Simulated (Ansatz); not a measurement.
## SrO: pressure against volume

SrO, Fm-3m, a = 5.161 Å. Ansatz: r2SCAN, PAW, 500 eV, Γ-centred 8×8×8 mesh on 2 atoms, Gaussian smearing 0.02 eV; no spin polarisation. Symmetry fixes shape and atoms, so the cell is only scaled; pressure is positive in compression.

```
V (Å³/atom) P (GPa)
     16.149     6.60
     16.664     3.00
     17.180    -0.04
     17.695        ?
     18.211    -4.82
```

Q: Take V0 = 17.180 Å³/atom, count pressures from its P0 = -0.04 GPa, fit the third-order Birch–Murnaghan form to the other rows, and predict the missing pressure.

A: With the Eulerian strain f = ½[(V0/V)^(2/3) − 1] and y = (P − P0)/[3f(1 + 2f)^(5/2)], the form is the line y = B0 + 1.5 B0 (B0′ − 4) f. Rows (f, y): 0.02106, 94.8; 0.01027, 93.8; -0.01905, 92.2. Means f = 0.004093, y = 93.600; Σ(Δf)² = 0.0008616, ΣΔfΔy = 0.05400; the slope is their ratio. y = 93.34 + 62.67 f GPa, so B0 = 93.3 GPa and B0′ = 4 + 2 × (62.67)/(3 × 93.34) = 4.45. At V = 17.695, f = -0.00975, y = 92.73 and P = -2.62 GPa. The run gave -2.63 GPa, so the fit is 0.01 GPa too high, within twice the rms miss on the fitted rows (0.007 GPa).